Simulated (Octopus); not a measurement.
HgTe (F-43m, No. 216):
```xyz
2
Lattice="0.0000 3.2900 3.2900 3.2900 0.0000 3.2900 3.2900 3.2900 0.0000" Properties=species:S:1:pos:R:3 pbc="T T T"
Hg     0.0000     0.0000     0.0000
Te     1.6450     1.6450     4.9350
```
The cell is a database entry, not relaxed again.

Method: LDA in Octopus 16.4; grid spacing about 0.16 Å, Γ-centred 8×8×8 k-mesh, Fermi-Dirac smearing of 0.1 eV, no spin polarisation; PseudoDojo 0.4 LDA potentials. Spin-orbit coupling is left out.

Energies in eV against the Fermi level; 36 electrons a cell outside the pseudopotentials' cores.

```json
[
 {"k-point (reduced)": "Γ (0.000, 0.000, 0.000)", "band 14": "-6.72", "band 15": "-6.72", "band 16": "-1.22", "band 17": "-0.17", "band 18": "-0.17", "band 19": "-0.17", "band 20": "4.11", "band 21": "4.11"},
 {"k-point (reduced)": "X (-0.500, -0.500, 0.000)", "band 14": "-6.66", "band 15": "-6.34", "band 16": "-5.37", "band 17": "-2.23", "band 18": "-2.23", "band 19": "[?]", "band 20": "2.30", "band 21": "7.64"},
 {"k-point (reduced)": "U (-0.375, -0.375, 0.250)", "band 14": "-6.70", "band 15": "-6.26", "band 16": "-5.39", "band 17": "-2.84", "band 18": "-1.88", "band 19": "1.98", "band 20": "3.74", "band 21": "6.71"},
 {"k-point (reduced)": "K (-0.375, 0.000, 0.375)", "band 14": "-6.70", "band 15": "-6.26", "band 16": "-5.39", "band 17": "-2.84", "band 18": "-1.88", "band 19": "1.98", "band 20": "3.74", "band 21": "6.71"},
 {"k-point (reduced)": "L (0.000, 0.000, 0.500)", "band 14": "-6.70", "band 15": "-6.46", "band 16": "-5.38", "band 17": "-1.06", "band 18": "-1.06", "band 19": "[?]", "band 20": "4.87", "band 21": "4.87"},
 {"k-point (reduced)": "W (-0.500, -0.250, 0.250)", "band 14": "-6.75", "band 15": "-6.20", "band 16": "-5.43", "band 17": "-2.59", "band 18": "-2.51", "band 19": "[?]", "band 20": "4.37", "band 21": "4.99"}
]
```

Task: Complete the blanks.

Result: 
- X (-0.500, -0.500, 0.000), band 19: 1.66
- W (-0.500, -0.250, 0.250), band 19: 2.75
- L (0.000, 0.000, 0.500), band 19: 0.40
